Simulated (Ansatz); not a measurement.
Cs₂KYBr₆:
```
Cs2KYBr6
1.0
    0.00000     5.88491     5.88491
    5.88491     0.00000     5.88491
    5.88491     5.88491     0.00000
K Cs Y Br
1 2 1 6
Direct
  0.50000   0.50000   0.50000
  0.75000   0.75000   0.75000
  0.25000   0.25000   0.25000
  0.00000   0.00000   0.00000
  0.76393   0.23607   0.23607
  0.23607   0.76393   0.76393
  0.23607   0.76393   0.23607
  0.76393   0.23607   0.76393
  0.23607   0.23607   0.76393
  0.76393   0.76393   0.23607
```

DFT-r²SCAN in the program Ansatz with PAW potentials gives a gap of 4.87 eV without spin–orbit coupling, maximum at Γ, minimum at Γ.

Problem. What happens when spin–orbit coupling is switched on?

Solution. The gap drops by 0.11 eV, to 4.76 eV; maximum at Γ, minimum at Γ.

Problem. How large is the spin–orbit splitting of the valence top at Γ?

Solution. The fourfold level lies 0.17 eV above the split-off pair.

Problem. Give the electron effective mass with spin–orbit coupling, band 1 of 2 at the edge.

Solution. 2.4 along [100], 1.7 along [110], 1.5 along [111] (mₑ).

Problem. Give the electron effective mass with spin–orbit coupling, band 2 of 2 at the edge.

Solution. 0.90 along [100], 1.0 along [110], 1.2 along [111] (mₑ).

Problem. Give the hole effective mass with spin–orbit coupling, band 1 of 2 at the edge.

Solution. 3.3 along [100], 2.3 along [110], 2.0 along [111] (mₑ).

Problem. Give the hole effective mass with spin–orbit coupling, band 2 of 2 at the edge.

Solution. 1.2 along [100], 1.4 along [110], 1.6 along [111] (mₑ).

Space group Fm-3m. The workflow started from a Materials Project entry (that database holds measured and hypothetical structures alike); the Crystallography Open Database copy checked does not list it. Its standing as an ambient phase is unchecked. The r²SCAN relaxation kept the symmetry of its start; whether a distortion lowers the energy is not shown. The run is not spin-polarised.

Potentials: the later of the program's two PAW sets.
